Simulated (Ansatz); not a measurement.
# BaTiO3 in Ansatz, relaxation

Launch command:

```bash
ansatz run input.yaml --threads 2 --pin off --max-ram 4096MiB --backend cpu --events-out ev --progress --plain --runs-dir out
```

Input:

```yaml
crystal:
  lattice:
    - [4.08284192, 4.08284192, 0.0]
    - [0.0, 4.08284192, 4.08284192]
    - [4.08284192, 0.0, 4.08284192]
  atoms:
    - { symbol: Ba, position: [0.0, 0.0, 0.0] }
    - { symbol: Ba, position: [0.5, 0.5, 0.5] }
    - { symbol: O, position: [0.0, 0.5, 0.5] }
    - { symbol: O, position: [0.5, 0.0, 0.0] }
    - { symbol: O, position: [0.0, 0.5, 0.0] }
    - { symbol: O, position: [0.5, 0.0, 0.5] }
    - { symbol: O, position: [0.0, 0.0, 0.5] }
    - { symbol: O, position: [0.5, 0.5, 0.0] }
    - { symbol: Ti, position: [0.25, 0.25, 0.25] }
    - { symbol: Ti, position: [0.75, 0.75, 0.75] }
kpoints:
  mp_grid: { grid: [5, 5, 5], shift: [0, 0, 0] }
magnetization:
  spin_polarized: true
scf:
  occupations: { method: fermi_dirac }
  lower_state_search: "off"
hamiltonian:
  pseudopotentials: { kind: paw }
  xc: r2scan
  hubbard:
    projectors: all-electron-ortho-atomic
    sites: [{ species: Ti, l: d, u_eff: 5.35 }]
basis:
  ecutwfc: 500
  fft_grid_basis: typed
relax:
  max_steps: 60
  cell: { p_target: 0.0 }
  f_tol: 0.03
output:
  forces: true
  stress: true
  eigenvalues: true
  bader: true
  populations: true
  elf: true
  write_potential: true
  volumetric_format: npy
  dos:
    e_range: [-12, 8]
    de: 0.05
    projected: { site_lists: { Ba: [Ba], O: [O], Ti: [Ti] } }
checkpoint:
  read: saved_state
```

Origin of the cell: a database entry, scaled a little.

The smearing width isn't typed, so it takes its default of 0.1 eV.

The saved state is a converged single point of the same cell.

Excerpt of the output:

```
SCF iter   1: F=-20358.500424 eV  HF=-20358.469581 eV  Δρ=2.22e-3  dr2=2.48e-3  dr2_τ=1.33e-3  dr2_m=0.00e0  M=0.000 μB ∫|m|=0.000 μB
SCF iter   2: F=-20358.502146 eV  HF=-20358.494503 eV  Δρ=1.59e-3  dr2=9.72e-4  dr2_τ=5.76e-4  dr2_m=0.00e0  M=0.000 μB ∫|m|=0.000 μB
SCF iter   3: F=-20358.502475 eV  HF=-20358.501569 eV  Δρ=5.60e-4  dr2=2.31e-4  dr2_τ=7.54e-5  dr2_m=0.00e0  M=0.000 μB ∫|m|=0.000 μB
SCF iter   4: F=-20358.502613 eV  HF=-20358.502615 eV  Δρ=5.53e-5  dr2=8.79e-6  dr2_τ=3.03e-7  dr2_m=0.00e0  M=0.000 μB ∫|m|=0.000 μB
SCF iter   5: F=-20358.502701 eV  HF=-20358.502702 eV  Δρ=1.36e-5  dr2=1.31e-6  dr2_τ=4.15e-8  dr2_m=0.00e0  M=0.000 μB ∫|m|=0.000 μB
SCF iter   6: F=-20358.502702 eV  HF=-20358.502702 eV  Δρ=1.02e-5  dr2=7.35e-7  dr2_τ=1.36e-8  dr2_m=0.00e0  M=0.000 μB ∫|m|=0.000 μB
SCF iter   7: F=-20358.502702 eV  HF=-20358.502702 eV  Δρ=4.74e-6  dr2=1.45e-7  dr2_τ=2.08e-9  dr2_m=0.00e0  M=0.000 μB ∫|m|=0.000 μB
SCF iter   8: F=-20358.502702 eV  HF=-20358.502702 eV  Δρ=1.22e-6  dr2=8.50e-9  dr2_τ=1.38e-10  dr2_m=0.00e0  M=0.000 μB ∫|m|=0.000 μB
relax step   1: F+E_penalty+E_count = -20358.502702 eV  Δ(F+E_penalty+E_count) = +0.000e0 eV  max|allowed force component| = 0.0 eV/Å  Δτ_max = 0.0000 Å  P = -8.739 GPa  Ω = 136.119 Å³  (8 SC […]
relax step   2: F+E_penalty+E_count = -20358.708203 eV  Δ(F+E_penalty+E_count) = -2.055e-1 eV  max|allowed force component| = 0.0 eV/Å  Δτ_max = 0.0000 Å  P = +2.023 GPa  Ω = 127.333 Å³  ener […]
relax step   3: F+E_penalty+E_count = -20358.716420 eV  Δ(F+E_penalty+E_count) = -8.217e-3 eV  max|allowed force component| = 0.0 eV/Å  Δτ_max = 0.0000 Å  P = -0.195 GPa  Ω = 128.897 Å³  ener […]
relax step   4: F+E_penalty+E_count = -20358.716559 eV  Δ(F+E_penalty+E_count) = -1.385e-4 eV  max|allowed force component| = 0.0 eV/Å  Δτ_max = 0.0000 Å  P = -0.004 GPa  Ω = 128.758 Å³  ener […]
relax step   5: F+E_penalty+E_count = -20358.713581 eV  Δ(F+E_penalty+E_count) = +2.977e-3 eV  max|allowed force component| = 0.0 eV/Å  Δτ_max = 0.0000 Å  P = +0.012 GPa  Ω = 128.758 Å³  stress off target by 1.20e-2 GPa […]
SCF 5 converged in 6 iterations: F = -20358.713581 eV  dr2 = 7.79e-11
basis re-selected at this cell: Δ(F+E_penalty+E_count) = +2.977e-3 eV, ΔP = +0.016 GPa vs the last step (what re-selecting the basis moved, of the pressure what is left beyond the Pulay corre […]
SCF converged after 6 iterations
Magnetization: 0.0000 μB (40.0000 up, 40.0000 down)
Absolute magnetization: 0.0000 μB (∫|ρ↑−ρ↓|)
Spin contamination: 0.0000 ħ² per cell (⟨S²⟩ above its minimum at these occupations)
Per-site moments (μB) at R_I (Å): [(0.0, 1.169024), (0.0, 1.169024), (0.0, 0.826625), (0.0, 0.826625), (0.0, 0.826625), (0.0, 0.826625), (0.0, 0.826625), (0.0, 0.826625), (0.0, 0.826625), (0.0, 0.826625)]
Free energy (F): -20358.713581 eV
Harris-Foulkes:  -20358.713581 eV  (|F-HF|=1.46e-11)
Internal energy: -20358.713581 eV  (E = F + TS)
E sigma→0 (E₀):  -20358.713581 eV
Entropy (-TS):   -0.000001 eV (-0.000 meV/atom)
Fermi energy:    11.637874 eV
--- Per-component energies (eV) ---
  E_band       = -359.706390
  E_kinetic    = 1945.772628
  E_local      = -4174.884345  (includes V_loc(G=0)·N_el)
  E_nonlocal   = 394.441351
  E_hartree    = 1621.272745
  E_xc         = -951.628713
  E_vxc        = -1209.531275  (∫ρ·V_xc dr)
  E_hubbard    = 8.429376  (on-site DFT+U / exact-exchange correction)
  E_vhub       = 5.995089  (the Hubbard potential's part of the band-sum identity)
  E_paw        = -13567.395031  (= ΣΔE_a)
  E_vpaw       = -637.438096  (= ΣTr[D̂ρ^β])
  E_aug_tail   = 0.006186  (compensation charges beyond the density's cutoff)
  E_vtau       = 73.386826  (kinetic-family band-sum trace: ∫τ·v_τ [+ j·A + Jᵃ·Aᵃ] dr)
  E_ewald      = -5634.170049
  E_core_change = -0.557728  (= ΣΔE_core)
  E_smearing   = -0.000001  (= −TS)
  Σ components = -20358.713581   (vs F -20358.713581, Δ=0.00e0)
--- Forces (eV/Å), atoms counted from 1 ---
  atom   1  Ba     0.000000    -0.000000     0.000000
  atom   2  Ba     0.000000    -0.000000    -0.000000
  atom   3  O      0.000000    -0.000000     0.000000
  atom   4  O      0.000000    -0.000000     0.000000
  atom   5  O     -0.000000    -0.000000    -0.000000
  atom   6  O     -0.000000    -0.000000     0.000000
  atom   7  O      0.000000    -0.000000    -0.000000
  atom   8  O      0.000000    -0.000000    -0.000000
  atom   9  Ti    -0.000000     0.000000     0.000000
  atom  10  Ti    -0.000000    -0.000000    -0.000000
  max |Σ_I F_I| component: 0.0 eV/Å
--- Stress (GPa, compression-positive) ---
        0.011982       0.000000       0.000000
       -0.000000       0.011982       0.000000
       -0.000000      -0.000000       0.011982
  P = ⅓ Tr σ = 0.0120 GPa (0.120 kbar)
Occupation matrices written to <dir>
--- Relaxed structure (4 steps of the walk, 4 accepted, 1 SCFs on fresh bases) ---
  F+E_penalty+E_count = -20358.713581 eV   max|allowed force component| = 0.0 eV/Å   (the final SCF, on the basis selected at the relaxed cell)
  cell:  # Å, volume = 128.7579 Å³
    - [4.007879, 4.007879, 0.0]
    - [0.0, 4.007879, 4.007879]
    - [4.007879, 0.0, 4.007879]
  atoms:
    - { symbol: Ba, position: [0.0, 0.0, 0.0] }
    - { symbol: Ba, position: [0.5, 0.5, 0.5] }
    - { symbol: O, position: [0.0, 0.5, 0.5] }
    - { symbol: O, position: [0.5, 0.0, 0.0] }
    - { symbol: O, position: [0.0, 0.5, 0.0] }
    - { symbol: O, position: [0.5, 0.0, 0.5] }
    - { symbol: O, position: [0.0, 0.0, 0.5] }
    - { symbol: O, position: [0.5, 0.5, 0.0] }
    - { symbol: Ti, position: [0.25, 0.25, 0.25] }
    - { symbol: Ti, position: [0.750000, 0.750000, 0.750000] }
--- Löwdin populations: 10 sites ---
  site symbol       q [e]    m [muB]
     0     Ba      8.2222     0.0000
     1     Ba      8.2222     0.0000
     2      O      6.9846     0.0000
     3      O      6.9846     0.0000
     4      O      6.9846     0.0000
     5      O      6.9846     0.0000
     6      O      6.9846     0.0000
     7      O      6.9846     0.0000
     8     Ti     10.4541     0.0000
     9     Ti     10.4541     0.0000
  spilling = 0.009248 (of n_electrons = 80.000000)
--- Bader charges: 10 sites ---
  site symbol  charge [e]  shift [e]    m [muB]
     0     Ba      1.5695     0.0000     0.0000
     1     Ba      1.5695     0.0000     0.0000
     2      O     -1.3546     0.0008     0.0000
     3      O     -1.3546     0.0008     0.0000
     4      O     -1.3546     0.0008     0.0000
     5      O     -1.3546     0.0008     0.0000
     6      O     -1.3546     0.0008     0.0000
     7      O     -1.3546     0.0008     0.0000
     8     Ti      2.4944     0.0023     0.0000
     9     Ti      2.4944     0.0023     0.0000
  estimated error of the sums over rays = 5.0e-4 e
```

The starting structure.

Space group Pm-3m (No. 221); the run's cell has a = 5.774 Å, b = 5.774 Å, c = 5.774 Å, α = 60.00°, β = 60.00°, γ = 60.00°. Shortest distances: O–Ti 2.04 Å, Ba–O 2.89 Å, O–O 2.89 Å, Ba–Ti 3.54 Å.

The relaxed structure.

Space group Pm-3m (No. 221); the run's cell has a = 5.668 Å, b = 5.668 Å, c = 5.668 Å, α = 60.00°, β = 60.00°, γ = 60.00°. Shortest distances: O–Ti 2.00 Å, Ba–O 2.83 Å, O–O 2.83 Å, Ba–Ti 3.47 Å.

```yaml
Free_energy_lowered_by: 21.1 meV/atom
Volume_change: -5.41 %
Final_pressure: 0.01 GPa
Relaxation_steps_listed: 5
Gap_on_the_mesh: 2.87 eV
```

Caveats: spin is on but no moment was typed; the relaxation held the start's symmetry, so the end may be a saddle point.

It ran for 59 s on 2 threads of Arm Neoverse V2, with other jobs on the host, peak memory 1 GiB, from a saved density.
